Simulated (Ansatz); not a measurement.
Ansatz 0.2.0, relaxation: Te2Mo

Run with:

```bash
ansatz run input.yaml --threads 2 --pin off --max-ram 2560MiB --backend cpu --events-out ev --progress --plain --runs-dir out
```

input.yaml:

```yaml
crystal:
  lattice:
    - [1.752612, 3.035611, 0.0]
    - [-1.752612, 3.035611, 0.0]
    - [0.0, 0.0, 13.752245]
  atoms:
    - { symbol: Te, position: [0.3333, 0.3334, 0.625] }
    - { symbol: Te, position: [0.6666, 0.6667, 0.125] }
    - { symbol: Te, position: [0.3333, 0.3334, 0.875] }
    - { symbol: Te, position: [0.6667, 0.6667, 0.375] }
    - { symbol: Mo, position: [0.3333, 0.3334, 0.25] }
    - { symbol: Mo, position: [0.6666, 0.6667, 0.75] }
  symmetry: { tolerance: 0.0003 }
kpoints:
  mp_grid: { grid: [12, 12, 2], shift: [0, 0, 0] }
magnetization:
  spin_polarized: false
scf:
  occupations: { method: fermi_dirac }
  lower_state_search: "off"
hamiltonian:
  pseudopotentials: { kind: paw }
  xc: pbe
basis:
  ecutwfc: 420
  fft_grid_basis: typed
relax:
  max_steps: 40
output:
  forces: true
  stress: true
  eigenvalues: true
  bader: true
  populations: true
  elf: true
  write_potential: true
  volumetric_format: npy
  dos:
    e_range: [-12, 8]
    de: 0.05
    projected: { site_lists: { Mo: [Mo], Te: [Te] } }
  write_density: true
checkpoint:
  read: saved_state
```

Origin of the cell: a known structure type with other elements, at an estimated volume, so it need not be a known compound.

The smearing width isn't typed, so it takes its default of 0.1 eV.

The saved state is a converged single point of the same cell.

Steps:

```json
{"step": "1", "ΔF (meV/atom)": "0.0", "max force component (eV/Å)": "1.570", "SCF iterations": "6", "step was": "accepted"}
{"step": "2", "ΔF (meV/atom)": "-5.6", "max force component (eV/Å)": "1.268", "SCF iterations": "6", "step was": "accepted"}
{"step": "3", "ΔF (meV/atom)": "-48.6", "max force component (eV/Å)": "0.085", "SCF iterations": "5", "step was": "accepted"}
{"step": "4", "ΔF (meV/atom)": "-48.7", "max force component (eV/Å)": "0.001", "SCF iterations": "5", "step was": "accepted"}
{"step": "5", "ΔF (meV/atom)": "-48.7", "max force component (eV/Å)": "0.001", "SCF iterations": "2", "step was": "accepted"}
```

The starting structure.

Space group P6_3/mmc (No. 194); the run's cell has a = 3.505 Å, b = 3.505 Å, c = 13.752 Å, α = 90.00°, β = 90.00°, γ = 60.00°. Shortest distances: Mo–Te 2.66 Å, Te–Te 3.44 Å, Mo–Mo 3.51 Å.

The relaxed structure.

Space group P6_3/mmc (No. 194); the run's cell has a = 3.505 Å, b = 3.505 Å, c = 13.752 Å, α = 90.00°, β = 90.00°, γ = 60.00°. Shortest distances: Mo–Te 2.72 Å, Te–Te 3.51 Å, Mo–Mo 3.51 Å.

```yaml
crystal:
  lattice:
    - [1.75261, 3.03561, 0.00000]
    - [-1.75261, 3.03561, 0.00000]
    - [0.00000, 0.00000, 13.75225]
  atoms:
    - { symbol: Te, position: [0.33333, 0.33333, 0.61797] }
    - { symbol: Te, position: [0.66667, 0.66667, 0.11797] }
    - { symbol: Te, position: [0.33333, 0.33333, 0.88203] }
    - { symbol: Te, position: [0.66667, 0.66667, 0.38203] }
    - { symbol: Mo, position: [0.33333, 0.33333, 0.25000] }
    - { symbol: Mo, position: [0.66667, 0.66667, 0.75000] }
```

* Free energy lowered by: 48.7 meV/atom
* Final pressure: 3.19 GPa
* Relaxation steps listed: 5

Caveats: no spin-orbit coupling, though heavy elements are present; the SCF threshold is looser than advised for a stress; the relaxation held the start's symmetry, so the end may be a saddle point.

It ran for 47 s on 2 threads of Intel(R) Xeon(R) Platinum 8375C CPU @ 2.90GHz (Ice Lake), with other jobs on the host, peak memory 0.62 GiB, from a saved density.
